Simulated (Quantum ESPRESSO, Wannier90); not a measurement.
Wannierisation of Ga2AsP (R3m)

```xyz
4
Lattice="-1.9651 3.4037 0.0000 -3.9302 0.0000 0.0000 -1.9651 1.1346 6.4173" Properties=species:S:1:pos:R:3 pbc="T T T"
Ga     0.0000     0.0000     0.0470
Ga     1.9651    -1.1346     3.1606
P      1.9651    -1.1346     0.8017
As     0.0000     0.0000    -2.4051
```

Structure: Materials Project mp-1224789, symmetrised, not relaxed again. Not found in the COD (Crystallography Open Database) copy used; not checked further. Level: LDA, no spin polarisation, no spin-orbit coupling; pw.x of Quantum ESPRESSO at 64 Ry with PseudoDojo potentials, 8×8×8 k-points, Wannier90. Density: 10×10×10 mesh, cold smearing 0.01 Ry. Spin-orbit coupling, left out, would split the p-like bands by a few tenths of an eV.

Bands 18-23 form an isolated set from -6.96 to 0.00 eV relative to the valence-band maximum (on the path) and are turned into 6 Wannier functions by minimising the spread from the start: atomic waves As 4p, P 3p.

Task: Where do the functions sit, how wide are they and what are they made of?

Result: 
```
functions  spread (Å²)  nearest atom, distance (Å)  second atom, distance (Å)              weight on atomic waves
---------  -----------  --------------------------  -------------------------  ----------------------------------
1                 3.56                      P 0.44                    Ga 1.93   P 3p 59 %, Ga 4p 23 %, Ga 4s 13 %
1                 3.47                      P 0.39                    Ga 2.19   P 3p 59 %, Ga 4p 22 %, Ga 4s 13 %
1                 3.45                      P 0.44                    Ga 1.96   P 3p 59 %, Ga 4p 22 %, Ga 4s 13 %
1                 3.91                     As 0.47                    Ga 1.98  As 4p 57 %, Ga 4p 24 %, Ga 4s 13 %
1                 3.69                     As 0.41                    Ga 2.21  As 4p 58 %, Ga 4p 23 %, Ga 4s 13 %
1                 3.67                     As 0.46                    Ga 1.98  As 4p 58 %, Ga 4p 23 %, Ga 4s 12 %
```

Ω_I = 20.51 Å², Ω_total = 21.75 Å²; the interpolated bands follow pw.x to 17 meV rms on the path. Only this start was tried; a symmetric start can stop on a saddle, and mixtures of these functions could lower the total by at most Ω_total − Ω_I.
